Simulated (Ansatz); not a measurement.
**Stress against strain in Ge**

```yaml
crystal:
  lattice:
    - [0.00000, 2.82877, 2.82877]
    - [2.82877, 0.00000, 2.82877]
    - [2.82877, 2.82877, 0.00000]
  atoms:
    - { symbol: Ge, position: [0.50000, 0.50000, 0.50000] }
    - { symbol: Ge, position: [0.75000, 0.75000, 0.75000] }
```

Atom numbers follow the list: Ge1, Ge2.

The structure is an experimental refinement, used without relaxation.

Level of theory: Ansatz 0.2.0, DFT, LDA, all-electron LAPW, scalar-relativistic.

Settings: a Γ-centred 10×10×10 k mesh, Fermi–Dirac smearing of 0.05 eV, basis error target 0.25 meV/atom, no spin polarisation.

The strain is applied along the Cartesian axes of the cell as listed (the other components stay zero). Fractional coordinates are held (clamped ions).

σ is the change of stress from the unstrained cell, which is at -1.26 GPa; tension is positive, so slopes are stress–strain coefficients at that pressure. In a metal the k mesh adds noise.

Only quantities that a quadratic follows smoothly over the whole series are listed; rougher ones are left out.

```csv
εzz,σzz (GPa),σxx (GPa)
-0.0300,-3.54,-1.40
-0.0100,-1.15,-0.43
0.0000,0.00,0.00
0.0100,1.12,0.39
0.0200,2.19,0.75
0.0300,3.21,1.07
```

Task: Fit the series and read off the stiffness at zero strain.

Result: Least-squares fits y = p0 + p1 x + p2 x² to the rows give σzz (GPa): p1 = 113, p2 = -190; σxx (GPa): p1 = 41.2, p2 = -180. So C11 = 113 GPa and C12 = 41 GPa, which gives B = (C11 + 2 C12)/3 = 65 GPa.

Task: One run, at εzz = -0.0200, is withheld. Predict its row.

Result: The fits give -2.32, -0.90; the run gave -2.33, -0.89.
